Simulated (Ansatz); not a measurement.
## Property card for ZrOs

ZrOs (CsCl type, space group No. 221), a = b = c = 3.2733 Å, α = β = γ = 90.00°.

Space group Pm-3m (No. 221), CsCl type; conventional cell a = 3.273 Å, b = 3.273 Å, c = 3.273 Å, α = 90.00°, β = 90.00°, γ = 90.00°.

Method: r²SCAN in the plane-wave PAW code Ansatz. The cell and atoms are relaxed at this level. Other levels are named where they apply.

### Cell and energy

- Volume per atom = 17.54 Å³
- Density = 13.33 g/cm³
- Formation energy from the elements (no fitted shifts) = -0.63 eV/atom

### Electronic structure

Electronic character: metallic (no gap)
Density of states at the Fermi level: 0.18 states/eV per atom (mean over ±0.08 eV)
Gap with spin–orbit coupling: none (metallic)

### Mechanics

* **Bulk modulus (Birch–Murnaghan fit)**: 218 GPa
* **Pressure derivative B′**: 4.1

### Charges

* **Bader charges**: Zr +1.68, Os -1.68 e

The workflow started from an entry of the Crystallography Open Database (COD). Whether it is the stable phase at ambient conditions was not checked. Symmetry was held in the r²SCAN relaxation; whether a distortion lowers the energy is not shown. No spin polarisation was allowed. The references are the lowest solids computed at this level, not always the standard phases. Scalar-relativistic: spin–orbit coupling is off unless named, which matters more the heavier the elements.

Potentials: the later of the program's two PAW sets.
